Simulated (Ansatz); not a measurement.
Theory: DFT PBE, scalar-relativistic, plane waves, PAW (Ansatz). All cells share a 420 eV cutoff and Γ-centred k meshes spaced about 0.3 Å⁻¹ or finer (0.25 for metals, 2π included). No spin polarisation.

Temperature and zero-point effects are left out.

Compare these two cells of Sn2Sb3Te, each relaxed at this level.

A.

```
Sn Sb Te
1.0
    -2.19993    2.19993    9.47342
     2.19993   -2.19993    9.47342
     2.19993    2.19993   -9.47342
Sn Sb Te
2 3 1
Cartesian
  0.0000 0.0000 6.2173
  0.0000 0.0000 12.7295
  0.0000 0.0000 3.0963
  0.0000 0.0000 15.8506
  0.0000 0.0000 0.0000
  0.0000 0.0000 9.4734
```

B.

```
Sn Sb Te
1.0
     4.40842    0.00000    0.00000
    -2.20421    3.81780    0.00000
     0.00000    0.00000   10.75742
Sn Sb Te
2 3 1
Direct
  0.66667 0.33333 0.33524
  0.33333 0.66667 0.66476
  0.33333 0.66667 0.17564
  0.66667 0.33333 0.82437
  0.00000 0.00000 0.50000
  0.00000 0.00000 0.00000
```

Problem. Which arrangement of the elements on these sites is preferred, and by what margin?

Solution. A is lower, by 51 meV/atom. The two share one framework of sites and differ in which element sits where. A has space group I4/mmm (No. 139), 30.6 Å³/atom and no gap on its mesh; B has space group P-3m1 (No. 164), 30.2 Å³/atom and no gap. Counting Sb or Te atoms around Sn (for each partner element, those within 1.25 times its shortest distance or 1.15 times the sum of covalent radii, where it is the nearest in units of that sum or under 1.3), A and B both have Sn 6. Both come from trial cells of a structure search, whose lowest cell (P-3m1, 30.6 Å³/atom) lies 24 meV/atom below the lower of the two.

Spin–orbit coupling, which can matter for Sb and Te, is left out. Cells relaxed within their symmetry can be saddle points.
